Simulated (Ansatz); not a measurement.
## Surface calculation: fcc Al (110), 5 layers

The slab is cut from the fcc crystal, the stable phase, as relaxed on PAW files (16.19 Å³/atom), with 16 Å of vacuum and a dipole correction:

```
Al
1.0
     2.83942    0.00000    0.00000
     0.00000    4.01554    0.00000
     0.00000    0.00000   21.67880
Al
5
Direct
  0.00000 0.00000 0.36902
  0.50000 0.50000 0.43451
  0.00000 0.00000 0.50000
  0.50000 0.50000 0.56549
  0.00000 0.00000 0.63098
```

Level of theory: DFT with PBEsol, scalar-relativistic, in Ansatz 0.2.0; a Γ-centred 14×10×1 k mesh, Fermi–Dirac smearing of 0.05 eV, no spin polarisation. LAPW: all electrons, basis error target 1 meV/atom; PAW: frozen-core files, cutoff 420 eV.

The bulk energy comes from a cell in the slab's orientation on a 14×10×14 mesh. The surface energy is (E(slab) − N·E(bulk))/2A at zero smearing, the mean of both faces; thin slabs carry quantum-size effects.

The PAW files were made under PBE.

Problem. As cut, the LAPW slab lies 1.600 eV above 5 atoms of bulk. What surface energy is that?

Solution. Over two faces of 11.40 Å² it is 70.2 meV/Å², and times 16.02 J/m² per eV/Å² that gives γ = 1.124 J/m².

Problem. What do relaxation and the other method give, and what work function comes out?

Solution. 

```
method  γ as cut (J/m²)  γ relaxed (J/m²)  Φ as cut (eV)  Φ relaxed (eV)
  LAPW            1.124             1.111           3.98            4.01
   PAW            1.125             1.112           3.98            4.01
```

Problem. How do the spacings between the planes relax?

Solution. From the bottom face up: d12 -5.3 % of 1.420 Å, d23 -0.2 % of 1.420 Å, d34 -0.2 % of 1.420 Å, d45 -5.3 % of 1.420 Å.

Problem. What changes if the images along the normal are cut off in place of the dipole correction?

Solution. LAPW then gives: no gap, work function 4.01 eV; PAW: no gap, work function 4.01 eV.

Problem. A field of 0.1 V/Å is applied along the normal, atoms held. What follows?

Solution. LAPW finds an induced dipole of 0.0549 e·Å a cell (PAW 0.0548), that is 8.72 Å for 4πα over the area, against 5.52 Å between the outer atoms.

Problem. A 2p core hole is made on one atom of each kind in every 1×1 cell (PAW hole dataset, neutral cell, valence without spin). What does it cost by layer?

Solution. layer 1 72.80 eV, layer 2 72.78 eV, layer 3 72.77 eV. Shifts between layers mean more than the absolute values, and a whole layer of holes screens otherwise than one hole.
